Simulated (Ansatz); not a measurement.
TiAl3 (D022 type, space group I4/mmm)

```cif
data_Al6Ti2
_chemical_formula_sum 'Al6 Ti2'
_space_group_name_H-M_alt 'I4/mmm'
_space_group_IT_number 139
_space_group_name_Hall '-I 4 2'
_cell_length_a 3.84588
_cell_length_b 3.84588
_cell_length_c 8.61993
_cell_angle_alpha 90.000
_cell_angle_beta 90.000
_cell_angle_gamma 90.000
loop_
_atom_site_label
_atom_site_type_symbol
_atom_site_symmetry_multiplicity
_atom_site_Wyckoff_symbol
_atom_site_fract_x
_atom_site_fract_y
_atom_site_fract_z
_atom_site_occupancy
Al1 Al 2 b 0.00000 0.00000 0.50000 1
Al2 Al 4 d 0.00000 0.50000 0.25000 1
Ti1 Ti 2 a 0.00000 0.00000 0.00000 1
```
(The calculation used a cell of 4 atoms; values per cell refer to that cell.)

Two coordinates are scanned: the volume, and the ratio of the stretch along z (the conventional c axis) to the stretch across it. Atoms keep their fractional coordinates.

Method: PBE (plane waves to 420 eV, PAW, scalar-relativistic; Ansatz, a first-principles code). k mesh 17×17×17 (Γ-centred), Fermi-Dirac smearing 0.05 eV. Stress and pressure are positive under compression. With partly filled bands, the response to shear is sensitive to the k mesh, so small differences along c/a are uncertain. TiAl3 is run without spin polarisation. TiAl3 was relaxed with its symmetry unable to fall. The last digit holds for this mesh only.

Changes of σzz (GPa) from the point V/V₀ = 1.000, (c/a)/(c/a)₀ = 1.000 when one coordinate moves alone (two changes are said to add if the coupling is within 5 % of the smaller one, nearly so within 20 %):

```
point                               change
----------------------------------  ------
V/V₀ = 1.000, (c/a)/(c/a)₀ = 0.960    4.62
V/V₀ = 1.000, (c/a)/(c/a)₀ = 0.973    3.08
V/V₀ = 1.000, (c/a)/(c/a)₀ = 0.987    1.54
V/V₀ = 0.920, (c/a)/(c/a)₀ = 1.000   10.13
V/V₀ = 0.947, (c/a)/(c/a)₀ = 1.000    6.28
V/V₀ = 0.973, (c/a)/(c/a)₀ = 1.000    2.92
V/V₀ = 1.027, (c/a)/(c/a)₀ = 1.000   -2.54
V/V₀ = 1.053, (c/a)/(c/a)₀ = 1.000   -4.75
V/V₀ = 1.080, (c/a)/(c/a)₀ = 1.000   -6.68
V/V₀ = 1.000, (c/a)/(c/a)₀ = 1.013   -1.52
V/V₀ = 1.000, (c/a)/(c/a)₀ = 1.027   -3.03
V/V₀ = 1.000, (c/a)/(c/a)₀ = 1.040   -4.51
```

Task: Do the two effects add at V/V₀ = 1.027, (c/a)/(c/a)₀ = 1.040? Give the computed change.

Result: The sum of the single changes is -2.54 + (-4.51) = -7.05; the calculation gives -6.74, so the coupling contributes 0.31 (under 20 % of the smaller single change, nearly additive).

Task: Do the two effects add at V/V₀ = 0.973, (c/a)/(c/a)₀ = 1.027? Give the computed change.

Result: The sum of the single changes is 2.92 + (-3.03) = -0.11; the calculation gives -0.33, so the coupling contributes -0.22 (under 20 % of the smaller single change, nearly additive).

Task: Do the two effects add at V/V₀ = 1.080, (c/a)/(c/a)₀ = 1.027? Give the computed change.

Result: The sum of the single changes is -6.68 + (-3.03) = -9.71; the calculation gives -9.13, so the coupling contributes 0.58 (under 20 % of the smaller single change, nearly additive).

(A scan under strain: stresses follow from slopes of the energy per volume, elastic moduli from its curvatures.)
